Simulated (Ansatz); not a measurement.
This run works on a generated trial structure, not on a known crystal.

Input and command of a plane-wave DFT calculation in Ansatz:

```yaml
crystal:
  lattice:
    - [0.0, 3.15032982, 3.15032982]
    - [3.15032982, 0.0, 3.15032982]
    - [3.15032982, 3.15032982, 0.0]
  atoms:
    - { symbol: Fe, position: [0.39042979, 0.39042979, 0.39042979], spin: 4.0 }
    - { symbol: Fe, position: [0.39042979, 0.39042979, 0.82871064], spin: -4.0 }
    - { symbol: Fe, position: [0.39042979, 0.82871064, 0.39042979], spin: -4.0 }
    - { symbol: Fe, position: [0.82871064, 0.39042979, 0.39042979], spin: -4.0 }
    - { symbol: Si, position: [0.75, 0.75, 0.75] }
basis:
  ecutwfc: 420
kpoints:
  mp_grid: { grid: [6, 6, 6] }
hamiltonian:
  xc: pbe
scf:
  occupations: { method: gaussian, width: 0.1 }
  lower_state_search: "off"
output:
  forces: true
  stress: true
  eigenvalues: true
  populations: true
magnetization:
  spin_polarized: true
relax:
  adjacent_minimum: "off"
  f_tol: 0.04
  max_steps: 70
  cell: { stress_tol: 0.4 }
```

```bash
ansatz run input.yaml --threads 1 --pin off --max-ram 2560MiB --backend cpu --events-out ev --progress --plain --runs-dir out
```

Processor: Intel(R) Xeon(R) Platinum 8259CL CPU @ 2.50GHz (Skylake/Cascade Lake), 1 thread, on a host shared with other jobs.

Problem. How long does it run, and how much memory does it take?

Solution. About 5.7 min, peak memory 0.84 GiB. It solves 51 bands at 32 k points (after reduction by symmetry) with about 1363 plane waves (on the last cell), in 168 SCF iterations over 6 ionic steps.
